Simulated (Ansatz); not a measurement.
# Ionic part of the dielectric constant of Be3N2, mode by mode

All numbers below come from Ansatz, DFT PBEsol, scalar-relativistic, plane waves, PAW. Cutoff 420 eV, 9×9×9 k-points (Γ-centred), fixed occupations. No spin polarisation. Phonons by linear response, acoustic sum rule imposed.

It takes space group R3m (No. 160, trigonal). Conventional cell: a = 2.835 Å, b = 2.835 Å, c = 14.557 Å, α = 90.00°, β = 90.00°, γ = 120.00°. Be (site symmetry 3m) is surrounded by 3 N at 1.65 Å. Be (site symmetry 3m) has 4 N at 1.65 to 1.84 Å as nearest neighbours. Around Be (site symmetry 3m) lie 4 N at 1.68 to 1.77 Å. N (site symmetry 3m) has 5 Be at 1.65 to 1.68 Å as nearest neighbours. N (site symmetry 3m) is surrounded by 6 Be at 1.77 to 1.84 Å.

The primitive cell has V = 33.78 Å³ and ε∞,xx = 4.625. Each polar mode adds Δε = (4.92064×10⁷/V)·S/ν² along x, with S its oscillator strength in e²/amu, ν in cm⁻¹ and V in Å³.

**Question.** From these modes, find each Δε and ε0,xx.
```tsv
ν (cm⁻¹)	S_xx (e²/amu)
354.8	0.00334
471.3	0.5838
595.5	0.6668
938.2	0.6081
```

**Answer.**
| ν (cm⁻¹) | Δε |
| --- | --- |
| 354.8 | 0.04 |
| 471.3 | 3.83 |
| 595.5 | 2.74 |
| 938.2 | 1.01 |

The sum is 7.613, so ε0,xx = 12.24; the run's tensor has 12.24.

**Question.** Where do the longitudinal modes lie for a wave vector along x?

**Answer.** At 355, 520, 746, 1103 cm⁻¹. The Lyddane–Sachs–Teller product Π(ν_LO/ν_TO)² = 2.65 matches ε0/ε∞ = 2.65.

Whether Be3N2 exists in this form wasn't checked.